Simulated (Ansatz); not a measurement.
The relaxed structure here is a generated cell of GaAs: the first start was made by placing the elements on the sites of a structure type, and the end was not matched to a known phase here, so it may be hypothetical. Known forms of GaAs include space group No. 216.

A relaxed structure of GaAs. Space group Pnma (No. 62). Calculation: PBE (plane waves to 420 eV, PAW, scalar-relativistic; Ansatz, an electronic-structure program).

```cif
data_As4Ga4
_chemical_formula_sum 'Ga4 As4'
_space_group_name_H-M_alt 'P 1'
_space_group_IT_number 1
_cell_length_a 7.86777
_cell_length_b 4.11703
_cell_length_c 6.89673
_cell_angle_alpha 90.000
_cell_angle_beta 90.000
_cell_angle_gamma 90.000
loop_
_space_group_symop_operation_xyz
  'x, y, z'
loop_
_atom_site_label
_atom_site_type_symbol
_atom_site_fract_x
_atom_site_fract_y
_atom_site_fract_z
_atom_site_occupancy
Ga1 Ga 0.84085 0.25000 0.90519 1
Ga2 Ga 0.34085 0.25000 0.59481 1
Ga3 Ga 0.15915 0.75000 0.09481 1
Ga4 Ga 0.65915 0.75000 0.40519 1
As1 As 0.16400 0.25000 0.88919 1
As2 As 0.66400 0.25000 0.61081 1
As3 As 0.83600 0.75000 0.11081 1
As4 As 0.33600 0.75000 0.38919 1
```

Question: What is the computed band gap (PBE)?

Answer: 0.07 eV, direct at Γ (no spin-orbit coupling).

No spin polarisation in the result.

The run could not lose the symmetry of its start; a randomly shaken copy of 8 atoms returns to this structure.
